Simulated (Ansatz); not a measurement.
Se:
```
Se
1.0
    2.78455     0.00000     0.00000
    0.00000     2.78455     0.00000
    0.00000     0.00000     2.78455
Se
1
Direct
  0.00000   0.00000   0.00000
```

Relaxed with PBEsol. Special points in fractions of this cell's reciprocal vectors: Γ (0.000, 0.000, 0.000); X (0.000, 0.500, 0.000); M (0.500, 0.500, 0.000); R (0.500, 0.500, 0.500).

Q: List the band energies nearest the Fermi level at these points for PBEsol in the plane-wave PAW code Ansatz.

A: In eV from the Fermi level; about four levels below and three above (degenerate sets whole), none deeper than 8.9 eV; … stands for higher levels left out; points with the same levels are listed once.

```tsv
k	below	above
Γ	–	1.48 1.48 1.48
X	-7.37	3.02 3.02 10.04
M	-5.30 -5.30	2.56 4.41 …
R	-3.48 -3.48 -3.48	…
```

Space group Pm-3m (simple cubic). The first step of the workflow began from a Materials Project structure, measured or hypothetical; the Crystallography Open Database copy checked does not list it. It is not the phase usual at ambient conditions (space group No. 152). Symmetry was held in the PBEsol relaxation; its stability against distortions is not shown here. Spin–orbit coupling is left out wherever it is not named.

Potentials: the earlier of the program's two PAW sets. The files were generated under PBE; for other functionals the program regenerates the frozen cores, and for LDA and PBEsol the local potential too.
